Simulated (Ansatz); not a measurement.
A crystal relaxed with r2SCAN in the plane-wave code Ansatz has space group Cm (No. 8) and a = 13.545 Å, b = 4.072 Å, c = 7.143 Å, β = 99.0°.

| atom | site | x | y | z |
| --- | --- | --- | --- | --- |
| B | 2a | 0.0019 | 0.0000 | 0.0101 |
| In | 2a | 0.0002 | 0.5000 | 0.5000 |
| In | 2a | 0.2448 | 0.5000 | 0.2307 |
| In | 2a | 0.2566 | 0.0000 | 0.7685 |
| Xx | 2a | 0.4526 | 0.0000 | 0.8589 |
| Xx | 2a | 0.4415 | 0.5000 | 0.2657 |
| Xx | 2a | 0.1566 | 0.0000 | 0.0525 |
| Xx | 2a | 0.1958 | 0.5000 | 0.5636 |

The r2SCAN gap is indirect, 0.03 eV (Γ–M₂ (0.20 of the way from Γ) to Γ), below the direct gap of 0.04 eV at Γ. (With 0.02 eV of smearing so small a gap leaves both edges partly filled, and it could close between the points sampled.) Least and direct gap differ so little that the kind isn't settled. The HSE06 gap is direct at Γ: 0.22 eV. With PBE the bands overlap by 0.01 eV (counted from 1, band 51 peaks at Γ–M₂ (0.20 of the way from Γ) and band 52 bottoms out at Y₂–Γ (0.80 of the way from Y₂)): no gap. Meshes: r2SCAN 6×6×4, HSE06 4×4×2, PBE 6×6×4.

**Question.** Which element is Xx?
A. N
B. As
C. Sb
D. Bi

**Answer.** B. Xx is As: In3BAs4 as one 8-atom ordering (Cm) on the zincblende lattice. B has 4 As at 2.07–2.35 Å; In has 4 As at 2.62–2.74 Å; In has 4 As at 2.57–2.64 Å; In has 4 As at 2.57–2.63 Å; As has 2 B at 2.35 Å and 2 In at 2.63–2.74 Å; As has 1 B at 2.11 Å and 3 In at 2.64–2.68 Å; As has 1 B at 2.07 Å and 3 In at 2.59–2.61 Å; As has 4 In at 2.57–2.62 Å.

(Calculated; spin-unpolarised; the phase may be known or hypothetical.)

No spin-orbit coupling is included; it can move band edges with weight on the heavy atoms by tenths of an eV.

Where an edge lies off the special points, it is a point of the mesh or the k point where a search put PBE's edge or least direct gap, reused for the other functionals, whose own edges may lie a little apart; PBE's own value is read along its path and can be a few hundredths of an eV high.

The meshes of the hybrids are coarse, so their gaps aren't converged to the digits shown.
